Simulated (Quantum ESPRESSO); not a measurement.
## Si2PNO5 (one run as intended and one with a planted mistake)

Simulated, not a measurement. The program is pw.x of Quantum ESPRESSO 7.5 (plane-wave density functional theory). The cell is made up: 9 atoms on a quartz lattice, with randomly drawn elements, strain and displacements, not relaxed. PseudoDojo standard norm-conserving files (v0.5 for PBE, v0.4.1 for LDA and PBEsol) set the functional; there is no spin polarisation, spin-orbit coupling or dispersion term, and the masses in the input are unused placeholders.

Intended input:

```
&control calculation='scf', pseudo_dir='./dojo.nc.sr.pbe.v0_5.standard.upf', outdir='./o', disk_io='low', tprnfor=.true., tstress=.true. /
&system ibrav=0, nat=9, ntyp=4, nbnd=30, ecutwfc=84.00895049, nosym=.true., tot_charge=0,
 occupations='smearing', smearing='fd', degauss=0.0018374661
/
&electrons conv_thr=7.350e-09, electron_maxstep=60, /
ATOMIC_SPECIES
N 1.0 N.upf
O 1.0 O.upf
P 1.0 P.upf
Si 1.0 Si.upf
CELL_PARAMETERS angstrom
5.0344 0.0221 -0.0815
-2.498 4.4779 0.0245
-0.0895 -0.0207 5.7239
ATOMIC_POSITIONS angstrom
Si 2.2517 -0.1966 3.8038
Si -1.2829 2.1366 1.8423
P 1.4911 2.4928 -0.075
N 1.383 1.2348 4.5034
O 3.4482 0.6561 2.6116
O 2.815 2.502 0.5687
O 0.1871 1.795 1.3033
O -1.0481 3.4159 2.9255
O 0.7323 3.7626 4.8366
K_POINTS automatic
5 5 4 1 1 1
```

The log is shortened where brackets say so; the opening notice, blank lines, dates and the lines on written files are dropped, and the path of the files is cut. It prints rydbergs, bohrs and kilobars, and counts compression as positive stress. Where no state is partly filled, the Fermi energy that it prints is only some level between the filled and the empty states on the mesh, and need not lie in the true gap.

Log of the intended run:

```
     Program PWSCF v.7.5
     Parallel version (MPI & OpenMP), running on       4 processor cores
     Number of MPI processes:                 4
     Threads/MPI process:                     1
     [start-up lines left out]
     bravais-lattice index     =            0
     lattice parameter (alat)  =       9.5150  a.u.
     unit-cell volume          =     872.6851 (a.u.)^3
     number of atoms/cell      =            9
     number of atomic types    =            4
     number of electrons       =        48.00
     number of Kohn-Sham states=           30
     kinetic-energy cutoff     =      84.0090  Ry
     charge density cutoff     =     336.0358  Ry
     scf convergence threshold =      7.3E-09
     mixing beta               =       0.7000
     number of iterations used =            8  plain     mixing
     Exchange-correlation= PBE
                           (   1   4   3   4   0   0   0)
     [axes and pseudopotential details left out]
   Cartesian axes
     site n.     atom                  positions (alat units)
         1        Si     tau(   1) = (   0.4471999  -0.0390458   0.7554555  )
         2        Si     tau(   2) = (  -0.2547910   0.4243404   0.3658909  )
         3        P      tau(   3) = (   0.2961406   0.4950837  -0.0148954  )
         4        N      tau(   4) = (   0.2746714   0.2452380   0.8943999  )
         5        O      tau(   5) = (   0.6848314   0.1303050   0.5186780  )
         6        O      tau(   6) = (   0.5590744   0.4969109   0.1129469  )
         7        O      tau(   7) = (   0.0371591   0.3564968   0.2588425  )
         8        O      tau(   8) = (  -0.2081584   0.6784164   0.5810203  )
         9        O      tau(   9) = (   0.1454388   0.7472729   0.9605752  )
     number of k points=    50  Fermi-Dirac smearing, width (Ry)=  0.0018
                       cart. coord. in units 2pi/alat
        k(    1) = (   0.1010911   0.1682237   0.1121470), wk =   0.0400000
        k(    2) = (   0.1046488   0.1690048   0.3321215), wk =   0.0400000
     [further k points left out]
     Dense  grid:    90807 G-vectors     FFT dimensions: (  60,  60,  64)
     Estimated max dynamical RAM per process >     183.49 MB
     Estimated total dynamical RAM >     667.44 MB
     Initial potential from superposition of free atoms
     starting charge      47.9986, renormalised to      48.0000
     Starting wfcs are   36 randomized atomic wfcs
     total cpu time spent up to now is        3.4 secs
     per-process dynamical memory:   139.1 Mb
     Self-consistent Calculation
     iteration #  1     ecut=    84.01 Ry     beta= 0.70
     Davidson diagonalization with overlap
     ethr =  1.00E-02,  avg # of iterations =  3.0
     total cpu time spent up to now is        9.4 secs
     total energy              =    -215.85307388 Ry
     estimated scf accuracy    <       2.82892709 Ry
     iteration #  2     ecut=    84.01 Ry     beta= 0.70
     Davidson diagonalization with overlap
     ethr =  5.89E-03,  avg # of iterations =  3.0
     total cpu time spent up to now is       15.5 secs
     total energy              =    -215.82289392 Ry
     estimated scf accuracy    <       5.44771636 Ry
     [iterations 3 to 12 left out]
     iteration # 13     ecut=    84.01 Ry     beta= 0.70
     Davidson diagonalization with overlap
     ethr =  7.41E-11,  avg # of iterations =  2.0
     total cpu time spent up to now is       73.8 secs
     total energy              =    -217.11797619 Ry
     estimated scf accuracy    <          8.5E-09 Ry
     iteration # 14     ecut=    84.01 Ry     beta= 0.70
     Davidson diagonalization with overlap
     ethr =  1.77E-11,  avg # of iterations =  2.0
     total cpu time spent up to now is       78.5 secs
     End of self-consistent calculation
     [lines on levels left out]
     the Fermi energy is     4.3889 ev
!    total energy              =    -217.11797619 Ry
     estimated scf accuracy    <          5.2E-10 Ry
     smearing contrib. (-TS)   =      -0.00000000 Ry
     internal energy E=F+TS    =    -217.11797619 Ry
     The total energy is F=E-TS. E is the sum of the following terms:
     one-electron contribution =    -109.16971520 Ry
     hartree contribution      =      78.03527895 Ry
     xc contribution           =     -58.77729436 Ry
     ewald contribution        =    -127.20624557 Ry
     convergence has been achieved in  14 iterations
     Forces acting on atoms (cartesian axes, Ry/au):
     atom    1 type  4   force =    -0.01091556    0.42416306   -0.07785047
     atom    2 type  4   force =     0.11751441   -0.13490226    0.26469037
     atom    3 type  3   force =    -0.27781496   -0.26800487   -0.25900170
     atom    4 type  1   force =     0.01493389    0.05973587    0.07086034
     atom    5 type  2   force =    -0.05751028    0.06681779   -0.01888601
     atom    6 type  2   force =     0.02346763    0.11448072   -0.00024657
     atom    7 type  2   force =     0.12563407    0.06123333   -0.10701357
     atom    8 type  2   force =    -0.15289668   -0.16662102   -0.14100593
     atom    9 type  2   force =     0.21758747   -0.15690262    0.26845353
     Total force =     0.883679     Total SCF correction =     0.000024
     Computing stress (Cartesian axis) and pressure
          total   stress  (Ry/bohr**3)                   (kbar)     P=      -32.97
   0.00067326  -0.00011038   0.00136470           99.04      -16.24      200.75
  -0.00011038  -0.00122397   0.00009854          -16.24     -180.05       14.50
   0.00136470   0.00009854  -0.00012172          200.75       14.50      -17.91
     init_run     :      3.18s CPU      3.30s WALL (       1 calls)
     electrons    :     74.90s CPU     75.13s WALL (       1 calls)
     forces       :      1.02s CPU      1.02s WALL (       1 calls)
     stress       :      3.56s CPU      3.56s WALL (       1 calls)
     [timing details left out]
     PWSCF        :   1m22.77s CPU   1m23.16s WALL
     JOB DONE.
```

A second run has one planted mistake: the smearing is too wide. The input lines that differ, file-writing options aside:

```
- &system ibrav=0, nat=9, ntyp=4, nbnd=30, ecutwfc=84.00895049, nosym=.true., tot_charge=0,
+ &system ibrav=0, nat=9, ntyp=4, nbnd=48, ecutwfc=84.00895049, nosym=.true., tot_charge=0,
-  occupations='smearing', smearing='fd', degauss=0.0018374661
+  occupations='smearing', smearing='fd', degauss=0.0470391324
```

Its log:

```
     Program PWSCF v.7.5
     Parallel version (MPI & OpenMP), running on       4 processor cores
     Number of MPI processes:                 4
     Threads/MPI process:                     1
     [start-up lines left out]
     bravais-lattice index     =            0
     lattice parameter (alat)  =       9.5150  a.u.
     unit-cell volume          =     872.6851 (a.u.)^3
     number of atoms/cell      =            9
     number of atomic types    =            4
     number of electrons       =        48.00
     number of Kohn-Sham states=           48
     kinetic-energy cutoff     =      84.0090  Ry
     charge density cutoff     =     336.0358  Ry
     scf convergence threshold =      7.3E-09
     mixing beta               =       0.7000
     number of iterations used =            8  plain     mixing
     Exchange-correlation= PBE
                           (   1   4   3   4   0   0   0)
     [axes and pseudopotential details left out]
   Cartesian axes
     site n.     atom                  positions (alat units)
         1        Si     tau(   1) = (   0.4471999  -0.0390458   0.7554555  )
         2        Si     tau(   2) = (  -0.2547910   0.4243404   0.3658909  )
         3        P      tau(   3) = (   0.2961406   0.4950837  -0.0148954  )
         4        N      tau(   4) = (   0.2746714   0.2452380   0.8943999  )
         5        O      tau(   5) = (   0.6848314   0.1303050   0.5186780  )
         6        O      tau(   6) = (   0.5590744   0.4969109   0.1129469  )
         7        O      tau(   7) = (   0.0371591   0.3564968   0.2588425  )
         8        O      tau(   8) = (  -0.2081584   0.6784164   0.5810203  )
         9        O      tau(   9) = (   0.1454388   0.7472729   0.9605752  )
     number of k points=    50  Fermi-Dirac smearing, width (Ry)=  0.0470
                       cart. coord. in units 2pi/alat
        k(    1) = (   0.1010911   0.1682237   0.1121470), wk =   0.0400000
        k(    2) = (   0.1046488   0.1690048   0.3321215), wk =   0.0400000
     [further k points left out]
     Dense  grid:    90807 G-vectors     FFT dimensions: (  60,  60,  64)
     Estimated max dynamical RAM per process >     239.88 MB
     Estimated total dynamical RAM >     893.00 MB
     Initial potential from superposition of free atoms
     starting charge      47.9986, renormalised to      48.0000
     Starting wfcs are   36 randomized atomic wfcs +   12 random wfcs
     total cpu time spent up to now is        3.9 secs
     per-process dynamical memory:   191.4 Mb
     Self-consistent Calculation
     iteration #  1     ecut=    84.01 Ry     beta= 0.70
     Davidson diagonalization with overlap
     ethr =  1.00E-02,  avg # of iterations =  6.6
     total cpu time spent up to now is       16.9 secs
     total energy              =    -215.98173111 Ry
     estimated scf accuracy    <       2.68999221 Ry
     iteration #  2     ecut=    84.01 Ry     beta= 0.70
     Davidson diagonalization with overlap
     ethr =  5.60E-03,  avg # of iterations =  2.0
     total cpu time spent up to now is       24.7 secs
     total energy              =    -216.00237016 Ry
     estimated scf accuracy    <       5.09876920 Ry
     [iterations 3 to 11 left out]
     iteration # 12     ecut=    84.01 Ry     beta= 0.70
     Davidson diagonalization with overlap
     ethr =  2.16E-10,  avg # of iterations =  2.0
     total cpu time spent up to now is       96.9 secs
     total energy              =    -217.15840498 Ry
     estimated scf accuracy    <       0.00000003 Ry
     iteration # 13     ecut=    84.01 Ry     beta= 0.70
     Davidson diagonalization with overlap
     ethr =  5.23E-11,  avg # of iterations =  1.7
     total cpu time spent up to now is      103.6 secs
     End of self-consistent calculation
     [lines on levels left out]
     the Fermi energy is     4.6470 ev
!    total energy              =    -217.15840499 Ry
     estimated scf accuracy    <          2.4E-09 Ry
     smearing contrib. (-TS)   =      -0.10840803 Ry
     internal energy E=F+TS    =    -217.04999696 Ry
     The total energy is F=E-TS. E is the sum of the following terms:
     one-electron contribution =    -109.20922785 Ry
     hartree contribution      =      78.15830261 Ry
     xc contribution           =     -58.79282615 Ry
     ewald contribution        =    -127.20624557 Ry
     convergence has been achieved in  13 iterations
     Forces acting on atoms (cartesian axes, Ry/au):
     atom    1 type  4   force =     0.00200093    0.40341296   -0.08280566
     atom    2 type  4   force =     0.12640287   -0.13211148    0.24006585
     atom    3 type  3   force =    -0.27931034   -0.20642325   -0.19310392
     atom    4 type  1   force =     0.01958643    0.03734748    0.05486010
     atom    5 type  2   force =    -0.06294848    0.06338338   -0.00844277
     atom    6 type  2   force =     0.05739880    0.08962502   -0.00524009
     atom    7 type  2   force =     0.09735987    0.03873382   -0.08471679
     atom    8 type  2   force =    -0.15482276   -0.16371725   -0.13754864
     atom    9 type  2   force =     0.19433268   -0.13025068    0.21693193
     Total force =     0.795244     Total SCF correction =     0.000079
     Computing stress (Cartesian axis) and pressure
          total   stress  (Ry/bohr**3)                   (kbar)     P=        0.33
   0.00085418  -0.00010805   0.00131967          125.65      -15.90      194.13
  -0.00010805  -0.00094987  -0.00000051          -15.90     -139.73       -0.08
   0.00131967  -0.00000051   0.00010237          194.13       -0.08       15.06
     init_run     :      3.63s CPU      3.77s WALL (       1 calls)
     electrons    :     99.32s CPU     99.72s WALL (       1 calls)
     forces       :      1.31s CPU      1.34s WALL (       1 calls)
     stress       :      4.52s CPU      4.52s WALL (       1 calls)
     [timing details left out]
     PWSCF        :   1m48.93s CPU   1m49.58s WALL
     JOB DONE.
```

|  | intended run | run with the mistake |
| --- | --- | --- |
| free energy (eV) | -2954.041 | -2954.591 |
| smearing term -TS (eV) | 0.0000 | -1.4750 |
| pressure (GPa) | -3.30 | 0.03 |
| largest force component (eV/Å) | 10.906 | 10.372 |
| largest change of a force component (eV/Å) |  | 1.694 |
| iterations | 14 | 13 |

For scale, a rerun of the intended cell at 1437 eV and a 7 x 7 x 6 mesh moved values by no more than 0.003 eV in energy, 0.03 GPa in stress and 0.002 eV/Å in force. The number of bands, nbnd, was set by rule from the electron count and the smearing, so it follows the mistake.